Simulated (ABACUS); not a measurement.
Consider a self-consistent single point of ZnS (F-43m, 2 atoms in the cell; from Materials Project mp-10695, lattice scaled a little).

```
CELL_PARAMETERS angstrom
      0.00000     2.75752     2.75752
      2.75752     0.00000     2.75752
      2.75752     2.75752     0.00000
ATOMIC_POSITIONS crystal
  Zn 0.00000 0.00000 0.00000
  S  0.25000 0.25000 0.25000
```

Level of theory: PW91, PseudoDojo 0.5 standard norm-conserving PBE (tails mended) pseudopotentials (plane waves; ABACUS).

ABACUS settings:

- KPT: MP 5 5 5 0 0 0
- basis_type: pw
- dft_functional: GGA_X_PW91+GGA_C_PW91
- ecutwfc: 84 Ry
- smearing_method: fixed
- potentials: PseudoDojo 0.5 standard norm-conserving PBE (tails mended)
- symmetry: 1
- symmetry_prec: 1e-05
- ks_solver: dav_subspace
- scf_nmax: 100
- scf_thr: 1.0e-09 Ry
- mixing_type: pulay

Results:

```
Property                                                  Value
------------------------------------------------  -------------
Number of valence electrons                                  26
Number of bands                                              23
Number of k-points after the program's reduction             10
Number of plane waves (most at a k-point)                  3695
Number of SCF iterations                                      7
FFT grid                                           45 × 45 × 45
Free energy E − TS                                -5991.9714 eV
Pressure                                              -2.67 GPa
```

Stress (GPa, positive for compression):
```
-2.67   0.00   0.00
 0.00  -2.67   0.00
 0.00   0.00  -2.67
```

For comparison: a first run (DFT, LDA (PW92), plane waves, PseudoDojo 0.4 standard norm-conserving LDA (tails mended) pseudopotentials) was changed to give this one (dft_functional: PWLDA → GGA_X_PW91+GGA_C_PW91; pseudopotentials: PseudoDojo 0.4 standard norm-conserving LDA (tails mended) → PseudoDojo 0.5 standard norm-conserving PBE (tails mended)), and from it to this one the pressure goes from -7.98 to -2.67 GPa.

The potentials were made for another functional than the one used. The structure comes from a collection of computed structures, made at another level of theory; the collection holds predicted forms beside known ones. Its lattice was then scaled.

Cost on one core: very roughly 11 core-seconds.

“Tails mended”: in these copies of the files the far tail of each local potential was reset to the Coulomb form.
